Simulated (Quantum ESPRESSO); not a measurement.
AlSi3C3N (made-up cell), Al2ZnSiN4 (made-up cell) (calculated)

Computed with Quantum ESPRESSO 7.5. Calculation on a made-up crystal cell, not a measurement, with one named mistake planted (healthy values lack it): periodic Kohn-Sham density functional theory in plane waves with PseudoDojo standard norm-conserving scalar-relativistic pseudopotentials, each functional with its own files (v0.5 for PBE, v0.4.1 for LDA and PBEsol), no spin polarisation, no spin-orbit coupling, atoms not relaxed, stress positive in tension, energies less a fixed whole-eV offset for each atom's element; levels are Kohn-Sham levels at fractions of this cell's reciprocal vectors, counted from the reference band (half the neutral cell's valence electrons, rounded up) at Gamma; error bars cover cutoff and k-mesh only, not smearing or the files; a charged cell sits in a uniform background, with energy and stress on this program's zero of potential; each bar is the largest change over components, and at least 0.002 eV, 0.002 eV per angstrom or 0.02 GPa; energies are for the whole cell, and the offsets were chosen from early runs and are not element reference energies; a distance is the largest change of any value in units of its error bar, a scale change is of lengths, and a coarse mesh keeps the half-step shift.

Settings shared by all entries: intended functional pbe; intended cutoff 1143 eV; intended fermi dirac smearing 0.025 eV; intended scf tolerance 1e-07 eV; intended electrons removed 0; healthy smearing term minus ts 0 eV; healthy scf iterations 12; structure shown as intended, without the mistake.

(1) AlSi3C3N (made-up cell)

Intended structure:
```
AlSi3C3N
1.0
      3.0495    -0.0369    -0.0077
     -0.0638     5.4728    -0.0178
     -0.0126    -0.0168     5.1582
Si Al Si C N C
1 1 2 2 1 1
Direct
  0.00142 -0.00276 0.00782
  0.49476 0.49407 0.00380
  0.49387 0.16210 0.50052
  0.00072 0.66615 0.50038
  0.00544 0.00566 0.37432
  0.50675 0.50301 0.36799
  0.50585 0.16549 0.87526
  0.00867 0.66744 0.87795
```

- lattice type: wurtzite
- healthy free energy less offsets: -3.49 eV
- healthy pressure: -2 GPa
- healthy stress xx: -8.55 GPa
- healthy stress yy: 9.64 GPa
- healthy stress zz: 4.92 GPa
- healthy stress yz: -1.13 GPa
- healthy stress xz: -2.23 GPa
- healthy stress xy: -4.46 GPa
- healthy reference band: 16
- fault kind: wrong functional
- fault functional: lda
- intended k mesh: 6 x 4 x 4, shifted by half a step
- faulty free energy less offsets: -8.506 eV
- faulty smearing term minus ts: 0 eV
- faulty scf iterations: 12
- faulty pressure: -9.953 GPa
- faulty stress xx: -0.4009 GPa
- faulty stress yy: 17.35 GPa
- faulty stress zz: 12.91 GPa
- faulty stress yz: -1.036 GPa
- faulty stress xz: -2.098 GPa
- faulty stress xy: -4.381 GPa
- faulty reference band: 16
- other mistakes run: 7
- distance from healthy: 1562 error bars
- distance from nearest other mistake: 1183 error bars
- healthy error bar energy: 0.003211 eV
- healthy error bar stress: 0.08145 GPa
- healthy error bar force: 0.004378 eV/Å
- healthy error bar next band up: 0.002 eV

Atoms:
```tsv
atoms element	atom site	atom energy offset (eV)
Si	1	-115
Al	2	-64
Si	3	-115
Si	4	-115
C	5	-163
C	6	-163
N	7	-283
C	8	-163
```

Healthy forces:
```tsv
site	x (eV/Å)	y (eV/Å)	z (eV/Å)
1	0.091	-2.004	-1.327
2	0.52	1.027	-1.029
3	1.098	2.273	-0.106
4	0.532	-0.547	0.765
5	-1	-0.539	0.38
6	-0.609	-1.303	3.182
7	-0.108	-1.463	-0.383
8	-0.525	2.555	-1.482
```

Healthy levels:
```tsv
level k point	next band up (eV)
Gamma	1.079
(1/2,1/2,1/2)	1.065
(0.15,0,0)	2.067
(0,0.15,0)	1.311
(0,0,0.15)	1.21
```

Faulty forces:
```tsv
site	x (eV/Å)	y (eV/Å)	z (eV/Å)
1	0.1025	-1.923	-1.327
2	0.5107	1.008	-0.9951
3	1.049	2.205	-0.106
4	0.501	-0.5807	0.7093
5	-0.9465	-0.4884	0.3843
6	-0.5796	-1.253	3.122
7	-0.1245	-1.469	-0.3494
8	-0.5127	2.501	-1.438
```

Faulty levels:
```tsv
level k point	next band up (eV)
Gamma	1.026
(1/2,1/2,1/2)	1.006
(0.15,0,0)	1.998
(0,0.15,0)	1.252
(0,0,0.15)	1.151
```

(2) AlSi3C3N (made-up cell)

Structure as in entry 1.

- lattice type: wurtzite
- healthy free energy less offsets: -3.49 eV
- healthy pressure: -2 GPa
- healthy stress xx: -8.55 GPa
- healthy stress yy: 9.64 GPa
- healthy stress zz: 4.92 GPa
- healthy stress yz: -1.13 GPa
- healthy stress xz: -2.23 GPa
- healthy stress xy: -4.46 GPa
- healthy reference band: 16
- fault kind: wrong charge
- fault electrons removed: 1
- intended k mesh: 6 x 4 x 4, shifted by half a step
- faulty free energy less offsets: -12.3 eV
- faulty smearing term minus ts: -0.005071 eV
- faulty scf iterations: 13
- faulty pressure: -24.69 GPa
- faulty stress xx: 20.48 GPa
- faulty stress yy: 27.58 GPa
- faulty stress zz: 26.02 GPa
- faulty stress yz: -0.8975 GPa
- faulty stress xz: -2.228 GPa
- faulty stress xy: -4.453 GPa
- faulty fermi level: -0.9789 eV
- faulty reference band: 16
- other mistakes run: 7
- distance from healthy: 2745 error bars
- distance from nearest other mistake: 1183 error bars
- healthy error bar energy: 0.003211 eV
- healthy error bar stress: 0.08145 GPa
- healthy error bar force: 0.004378 eV/Å
- healthy error bar next band up: 0.002 eV

Atoms:
```tsv
atoms element	atom site	atom energy offset (eV)
Si	1	-115
Al	2	-64
Si	3	-115
Si	4	-115
C	5	-163
C	6	-163
N	7	-283
C	8	-163
```

Healthy forces:
```tsv
site	x (eV/Å)	y (eV/Å)	z (eV/Å)
1	0.091	-2.004	-1.327
2	0.52	1.027	-1.029
3	1.098	2.273	-0.106
4	0.532	-0.547	0.765
5	-1	-0.539	0.38
6	-0.609	-1.303	3.182
7	-0.108	-1.463	-0.383
8	-0.525	2.555	-1.482
```

Healthy levels:
```tsv
level k point	next band up (eV)
Gamma	1.079
(1/2,1/2,1/2)	1.065
(0.15,0,0)	2.067
(0,0.15,0)	1.311
(0,0,0.15)	1.21
```

Faulty forces:
```tsv
site	x (eV/Å)	y (eV/Å)	z (eV/Å)
1	0.03859	-0.2561	-0.9703
2	0.3802	-1.138	-0.3014
3	1.1	1.437	0.2674
4	0.4572	0.2073	0.2823
5	-0.9958	-0.5514	0.2649
6	-0.5189	-1.046	3.007
7	-0.07963	-1.586	-0.461
8	-0.3817	2.933	-2.089
```

Faulty levels:
```tsv
level k point	next band up (eV)
Gamma	2.364
(1/2,1/2,1/2)	2.191
(0.15,0,0)	3.178
(0,0.15,0)	2.582
(0,0,0.15)	2.444
```

(3) AlSi3C3N (made-up cell)

Structure as in entry 1.

- lattice type: wurtzite
- healthy free energy less offsets: -3.49 eV
- healthy pressure: -2 GPa
- healthy stress xx: -8.55 GPa
- healthy stress yy: 9.64 GPa
- healthy stress zz: 4.92 GPa
- healthy stress yz: -1.13 GPa
- healthy stress xz: -2.23 GPa
- healthy stress xy: -4.46 GPa
- healthy reference band: 16
- fault kind: cell scaled
- fault scale change: -0.73 percent
- intended k mesh: 6 x 4 x 4, shifted by half a step
- faulty free energy less offsets: -3.487 eV
- faulty smearing term minus ts: 0 eV
- faulty scf iterations: 12
- faulty pressure: 2.368 GPa
- faulty stress xx: -13.44 GPa
- faulty stress yy: 5.7 GPa
- faulty stress zz: 0.6338 GPa
- faulty stress yz: -1.3 GPa
- faulty stress xz: -2.422 GPa
- faulty stress xy: -4.69 GPa
- faulty reference band: 16
- other mistakes run: 7
- distance from healthy: 60.01 error bars
- distance from nearest other mistake: 96.99 error bars
- healthy error bar energy: 0.003211 eV
- healthy error bar stress: 0.08145 GPa
- healthy error bar force: 0.004378 eV/Å
- healthy error bar next band up: 0.002 eV

Atoms:
```tsv
atoms element	atom site	atom energy offset (eV)
Si	1	-115
Al	2	-64
Si	3	-115
Si	4	-115
C	5	-163
C	6	-163
N	7	-283
C	8	-163
```

Healthy forces:
```tsv
site	x (eV/Å)	y (eV/Å)	z (eV/Å)
1	0.091	-2.004	-1.327
2	0.52	1.027	-1.029
3	1.098	2.273	-0.106
4	0.532	-0.547	0.765
5	-1	-0.539	0.38
6	-0.609	-1.303	3.182
7	-0.108	-1.463	-0.383
8	-0.525	2.555	-1.482
```

Healthy levels:
```tsv
level k point	next band up (eV)
Gamma	1.079
(1/2,1/2,1/2)	1.065
(0.15,0,0)	2.067
(0,0.15,0)	1.311
(0,0,0.15)	1.21
```

Faulty forces:
```tsv
site	x (eV/Å)	y (eV/Å)	z (eV/Å)
1	0.08025	-2.034	-1.366
2	0.5331	1.006	-1.068
3	1.165	2.383	-0.06138
4	0.5748	-0.5262	0.796
5	-1.067	-0.5866	0.3794
6	-0.6496	-1.385	3.289
7	-0.09705	-1.516	-0.422
8	-0.5393	2.658	-1.547
```

Faulty levels:
```tsv
level k point	next band up (eV)
Gamma	1.168
(1/2,1/2,1/2)	1.099
(0.15,0,0)	2.082
(0,0.15,0)	1.395
(0,0,0.15)	1.29
```

(4) Al2ZnSiN4 (made-up cell)

Intended structure:
```
Al2ZnSiN4
1.0
      4.2653    -0.0642     0.0150
     -0.0642     4.4390     0.0114
      0.0150     0.0114     4.3762
Al Si Zn Al N
1 1 1 1 4
Direct
  0.01084 -0.01473 0.00798
  -0.01249 0.47040 0.49831
  0.49080 0.01925 0.52247
  0.51793 0.48219 0.00958
  0.24413 0.27453 0.25694
  0.28950 0.76233 0.76353
  0.77932 0.27597 0.71998
  0.71463 0.73711 0.24838
```

- lattice type: zincblende/diamond
- healthy free energy less offsets: -2.04 eV
- healthy pressure: 13.87 GPa
- healthy stress xx: -14.17 GPa
- healthy stress yy: -12.42 GPa
- healthy stress zz: -15.01 GPa
- healthy stress yz: 7.46 GPa
- healthy stress xz: 8.5 GPa
- healthy stress xy: -17.82 GPa
- fault kind: low cutoff
- fault cutoff: 825 eV
- intended k mesh: 4 x 4 x 4, shifted by half a step
- faulty free energy less offsets: -1.028 eV
- faulty smearing term minus ts: 0 eV
- faulty scf iterations: 12
- faulty pressure: -5.068 GPa
- faulty stress xx: 4.729 GPa
- faulty stress yy: 6.586 GPa
- faulty stress zz: 3.89 GPa
- faulty stress yz: 7.42 GPa
- faulty stress xz: 8.495 GPa
- faulty stress xy: -17.74 GPa
- other mistakes run: 7
- distance from healthy: 950.3 error bars
- distance from nearest other mistake: 960.3 error bars
- healthy error bar energy: 0.002412 eV
- healthy error bar stress: 0.02 GPa
- healthy error bar force: 0.002 eV/Å

Atoms:
```tsv
atoms element	atom site	atom energy offset (eV)
Al	1	-64
Si	2	-115
Zn	3	-5687
Al	4	-64
N	5	-283
N	6	-283
N	7	-283
N	8	-283
```

Healthy forces:
```tsv
site	x (eV/Å)	y (eV/Å)	z (eV/Å)
1	-0.233	-0.142	-0.139
2	3.946	6.087	-3.65
3	0.926	0.314	-2.507
4	-1.188	0.799	-2.321
5	-2.31	-0.464	-0.442
6	-4.5	-4.125	1.697
7	-1.576	-2.645	6.017
8	4.934	0.175	1.344
```

Faulty forces:
```tsv
site	x (eV/Å)	y (eV/Å)	z (eV/Å)
1	-0.2319	-0.1435	-0.1395
2	3.948	6.091	-3.651
3	0.9061	0.2826	-2.482
4	-1.189	0.7997	-2.319
5	-2.317	-0.4513	-0.4549
6	-4.491	-4.111	1.68
7	-1.567	-2.634	6.024
8	4.941	0.1667	1.343
```

(5) Al2ZnSiN4 (made-up cell)

Structure as in entry 4.

- lattice type: zincblende/diamond
- healthy free energy less offsets: -2.04 eV
- healthy pressure: 13.87 GPa
- healthy stress xx: -14.17 GPa
- healthy stress yy: -12.42 GPa
- healthy stress zz: -15.01 GPa
- healthy stress yz: 7.46 GPa
- healthy stress xz: 8.5 GPa
- healthy stress xy: -17.82 GPa
- fault kind: wrong functional
- fault functional: pbesol
- intended k mesh: 4 x 4 x 4, shifted by half a step
- faulty free energy less offsets: 4.361 eV
- faulty smearing term minus ts: 0 eV
- faulty scf iterations: 11
- faulty pressure: 9.131 GPa
- faulty stress xx: -9.49 GPa
- faulty stress yy: -7.56 GPa
- faulty stress zz: -10.34 GPa
- faulty stress yz: 7.253 GPa
- faulty stress xz: 8.521 GPa
- faulty stress xy: -17.55 GPa
- other mistakes run: 7
- distance from healthy: 2653 error bars
- distance from nearest other mistake: 2234 error bars
- healthy error bar energy: 0.002412 eV
- healthy error bar stress: 0.02 GPa
- healthy error bar force: 0.002 eV/Å

Atoms:
```tsv
atoms element	atom site	atom energy offset (eV)
Al	1	-64
Si	2	-115
Zn	3	-5687
Al	4	-64
N	5	-283
N	6	-283
N	7	-283
N	8	-283
```

Healthy forces:
```tsv
site	x (eV/Å)	y (eV/Å)	z (eV/Å)
1	-0.233	-0.142	-0.139
2	3.946	6.087	-3.65
3	0.926	0.314	-2.507
4	-1.188	0.799	-2.321
5	-2.31	-0.464	-0.442
6	-4.5	-4.125	1.697
7	-1.576	-2.645	6.017
8	4.934	0.175	1.344
```

Faulty forces:
```tsv
site	x (eV/Å)	y (eV/Å)	z (eV/Å)
1	-0.2361	-0.1331	-0.1412
2	3.927	6.045	-3.636
3	0.9069	0.2773	-2.427
4	-1.18	0.7743	-2.32
5	-2.23	-0.5227	-0.298
6	-4.338	-3.952	1.507
7	-1.676	-2.728	5.854
8	4.825	0.2382	1.461
```

(6) Al2ZnSiN4 (made-up cell)

Structure as in entry 4.

- lattice type: zincblende/diamond
- healthy free energy less offsets: -2.04 eV
- healthy pressure: 13.87 GPa
- healthy stress xx: -14.17 GPa
- healthy stress yy: -12.42 GPa
- healthy stress zz: -15.01 GPa
- healthy stress yz: 7.46 GPa
- healthy stress xz: 8.5 GPa
- healthy stress xy: -17.82 GPa
- fault kind: wrong charge
- fault electrons removed: 1
- intended k mesh: 4 x 4 x 4, shifted by half a step
- faulty free energy less offsets: -11.11 eV
- faulty smearing term minus ts: -0.01212 eV
- faulty scf iterations: 13
- faulty pressure: -12.63 GPa
- faulty stress xx: 14.07 GPa
- faulty stress yy: 11.13 GPa
- faulty stress zz: 12.7 GPa
- faulty stress yz: 6.386 GPa
- faulty stress xz: 8.22 GPa
- faulty stress xy: -17.42 GPa
- other mistakes run: 7
- distance from healthy: 3759 error bars
- distance from nearest other mistake: 3682 error bars
- healthy error bar energy: 0.002412 eV
- healthy error bar stress: 0.02 GPa
- healthy error bar force: 0.002 eV/Å

Atoms:
```tsv
atoms element	atom site	atom energy offset (eV)
Al	1	-64
Si	2	-115
Zn	3	-5687
Al	4	-64
N	5	-283
N	6	-283
N	7	-283
N	8	-283
```

Healthy forces:
```tsv
site	x (eV/Å)	y (eV/Å)	z (eV/Å)
1	-0.233	-0.142	-0.139
2	3.946	6.087	-3.65
3	0.926	0.314	-2.507
4	-1.188	0.799	-2.321
5	-2.31	-0.464	-0.442
6	-4.5	-4.125	1.697
7	-1.576	-2.645	6.017
8	4.934	0.175	1.344
```

Faulty forces:
```tsv
site	x (eV/Å)	y (eV/Å)	z (eV/Å)
1	-0.4148	0.5132	-0.04896
2	3.914	5.684	-3.821
3	0.86	0.3671	-2.357
4	-1.041	0.06078	-2.405
5	-2.048	-0.4863	-0.2031
6	-3.83	-3.766	1.059
7	-1.983	-2.842	5.98
8	4.543	0.4695	1.796
```

(7) Al2ZnSiN4 (made-up cell)

Structure as in entry 4.

- lattice type: zincblende/diamond
- healthy free energy less offsets: -2.04 eV
- healthy pressure: 13.87 GPa
- healthy stress xx: -14.17 GPa
- healthy stress yy: -12.42 GPa
- healthy stress zz: -15.01 GPa
- healthy stress yz: 7.46 GPa
- healthy stress xz: 8.5 GPa
- healthy stress xy: -17.82 GPa
- fault kind: cell scaled
- fault scale change: -0.81 percent
- intended k mesh: 4 x 4 x 4, shifted by half a step
- faulty stress yy: ?

Atoms:
```tsv
atoms element	atom site	atom energy offset (eV)
Al	1	-64
Si	2	-115
Zn	3	-5687
Al	4	-64
N	5	-283
N	6	-283
N	7	-283
N	8	-283
```

Healthy forces:
```tsv
site	x (eV/Å)	y (eV/Å)	z (eV/Å)
1	-0.233	-0.142	-0.139
2	3.946	6.087	-3.65
3	0.926	0.314	-2.507
4	-1.188	0.799	-2.321
5	-2.31	-0.464	-0.442
6	-4.5	-4.125	1.697
7	-1.576	-2.645	6.017
8	4.934	0.175	1.344
```

To be estimated
1. What faulty stress yy does the calculation give for Al2ZnSiN4 (made-up cell) (entry 7)?

Answers
1. -18.43 GPa

Further results for Al2ZnSiN4 (made-up cell) (entry 7):

* faulty free energy less offsets: -1.829 eV
* faulty smearing term minus ts: 0 eV
* faulty scf iterations: 12
* faulty pressure: 19.9 GPa
* faulty stress xx: -20.04 GPa
* faulty stress zz: -21.23 GPa
* faulty stress yz: 8.153 GPa
* faulty stress xz: 9.911 GPa
* faulty stress xy: -19.38 GPa
* other mistakes run: 7
* distance from healthy: 311.3 error bars
* distance from nearest other mistake: 295.9 error bars
* healthy error bar energy: 0.002412 eV
* healthy error bar stress: 0.02 GPa
* healthy error bar force: 0.002 eV/Å

Faulty forces:
```tsv
site	x (eV/Å)	y (eV/Å)	z (eV/Å)
1	-0.2969	-0.1083	-0.1524
2	4.222	6.56	-3.895
3	0.9984	0.3994	-2.692
4	-1.224	0.696	-2.516
5	-2.38	-0.5162	-0.4801
6	-4.722	-4.407	1.769
7	-1.73	-2.889	6.459
8	5.132	0.2649	1.507
```
